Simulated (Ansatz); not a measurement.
## Structure relaxation, BaTe2

The relaxed structure here is a generated cell of BaTe2: the first start was made by placing the elements on the sites of a structure type, and the end was not matched to a known phase here, so it may be hypothetical.

The start is a generated cell, BaTe2 placed in the AFLOW prototype A2B_oP12_62_2c_c (C37, as in Co2Si). Cell shape, volume and atoms are optimised at zero target pressure with PBE (plane waves to 420 eV, PAW, scalar-relativistic; Ansatz, a first-principles code). First-step values are on the input's coarse k-mesh.

Ansatz input (later rounds restart from its end on a renewed k-mesh):
Ansatz 0.2 input:
```yaml
crystal:
  lattice:
    - [7.5853736, 0, 0]
    - [0, 5.7653775, 0]
    - [0, 0, 10.9647054]
  atoms:
    - { symbol: Te, position: [0.538, 0.25, 0.782] }
    - { symbol: Te, position: [0.038, 0.25, 0.718] }
    - { symbol: Te, position: [0.462, 0.75, 0.218] }
    - { symbol: Te, position: [0.962, 0.75, 0.282] }
    - { symbol: Te, position: [0.174, 0.25, 0.062] }
    - { symbol: Te, position: [0.674, 0.25, 0.438] }
    - { symbol: Te, position: [0.826, 0.75, 0.938] }
    - { symbol: Te, position: [0.326, 0.75, 0.562] }
    - { symbol: Ba, position: [0.702, 0.25, 0.111] }
    - { symbol: Ba, position: [0.202, 0.25, 0.389] }
    - { symbol: Ba, position: [0.298, 0.75, 0.889] }
    - { symbol: Ba, position: [0.798, 0.75, 0.611] }
basis: { ecutwfc: 420, ecutrho_ratio: 4, xc_grid: 2, fft_grid_basis: typed }
kpoints: { mp_grid: { grid: [3, 4, 2] } }
hamiltonian:
  xc: pbe
  dispersion: none
  pseudopotentials: { kind: paw }
scf: { occupations: { method: fermi_dirac, width: 0.05 } }
relax: { f_tol: 0.01, max_steps: 100, cell: { stress_tol: 0.02 } }
output: { forces: true, stress: true }
```

* **Initial pressure**: -2.3 GPa (negative: the cell is under tension)
* **Volume change**: -6.6 %, from 39.96 to 37.34 Å³/atom
* **Band gap at the end**: 0.63 eV, indirect (valence top at k = (0, 0.1667, 0), conduction bottom at U) (no spin-orbit coupling)
* **Optimiser moves**: 16

It ends as:

```cif
data_Ba4Te8
_chemical_formula_sum 'Te8 Ba4'
_space_group_name_H-M_alt 'Pnma'
_space_group_IT_number 62
_space_group_name_Hall '-P 2ac 2n'
_cell_length_a 8.33498
_cell_length_b 4.57384
_cell_length_c 11.75316
_cell_angle_alpha 90.000
_cell_angle_beta 90.000
_cell_angle_gamma 90.000
loop_
_atom_site_label
_atom_site_type_symbol
_atom_site_symmetry_multiplicity
_atom_site_Wyckoff_symbol
_atom_site_fract_x
_atom_site_fract_y
_atom_site_fract_z
_atom_site_occupancy
Te1 Te 4 c 0.13775 0.25000 0.65796 1
Te2 Te 4 c 0.10226 0.25000 0.04493 1
Ba1 Ba 4 c 0.18463 0.25000 0.35163 1
```

Final values are on a 4×6×3 k-mesh of the relaxed cell. No spin polarisation in the result. Spin-orbit coupling is missing; with elements this heavy it can move band edges by tenths of an eV or more.

The run could not lose the symmetry of its start: the end is stationary, and may be a saddle point rather than a minimum.
